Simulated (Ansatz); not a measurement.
Data:

AgI:
```yaml
crystal:
  lattice:
    - [0.00000, 3.17405, 3.17405]
    - [3.17405, 0.00000, 3.17405]
    - [3.17405, 3.17405, 0.00000]
  atoms:
    - { symbol: Ag, position: [0.00000, 0.00000, 0.00000] }
    - { symbol: I, position: [0.25000, 0.25000, 0.25000] }
```

This is the LDA-relaxed structure.

**Question.** All from LDA in the plane-wave PAW code Ansatz, unless another level is named. Estimate the hole effective mass, band 1 of 3 at the edge.

**Answer.** 0.63 along [100], 2.6 along [110], 1.3 along [111] (mₑ).

**Question.** Next, the electron effective mass?

**Answer.** 0.13 mₑ (isotropic).

**Question.** Next, the formation energy from the elements (no fitted shifts)?

**Answer.** -0.15 eV/atom.

Space group F-43m (zinc blende). The LDA relaxation kept the symmetry of its start. The run is not spin-polarised. The references are the lowest solids computed at this level, not always the standard phases. Spin–orbit coupling is left out wherever it is not named.

Potentials: the earlier of the program's two PAW sets. The files were generated under PBE; for other functionals the program regenerates the frozen cores, and for LDA and PBEsol the local potential too.

Edges and masses are those of Kohn–Sham bands, whose gap is no quasiparticle gap.
